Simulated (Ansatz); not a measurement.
Consider the following.

SiNF:
```
CELL_PARAMETERS angstrom
      2.88227     0.00000     0.00000
      0.00000     4.78704     0.00000
      0.00000     0.00000     4.81069
ATOMIC_POSITIONS crystal
  Si 0.00000 0.38750 0.99137
  N  0.50000 0.48252 0.82399
  F  0.00000 0.05720 0.01797
  Si 0.50000 0.61250 0.49137
  N  0.00000 0.51748 0.32399
  F  0.50000 0.94280 0.51797
```

This is the LDA-relaxed structure. x, y and z are the axes in which the lattice vectors are written.

Q: All from plane-wave PAW LDA (Ansatz code), unless another level is named. Estimate the static dielectric constant ε0 (ions relaxed, cell fixed).

A: 6.54 (xx), 3.69 (yy), 6.50 (zz).

Q: Predict the Born charges (a third of the trace).

A: Si +3.21, N -2.23, F -0.98 e.

Q: Next, the electronic dielectric constant ε∞ (DFPT)?

A: 3.27 (xx), 2.58 (yy), 3.19 (zz).

Space group Pmn2_1. The start of the workflow was typed in or built on a structure type; neither database checked (COD, Materials Project) lists it. Its standing as an ambient phase is unchecked. The cell was relaxed with LDA under the symmetry of its start; its stability against distortions is not shown here. The volume moved by -42 % from the start of the relaxation. A crystal of weakly bound layers computed without a dispersion correction: the cell and the soft elastic constants depend strongly on that.

Potentials: the earlier of the program's two PAW sets. The files were generated under PBE; for other functionals the program regenerates the frozen cores, and for LDA and PBEsol the local potential too.
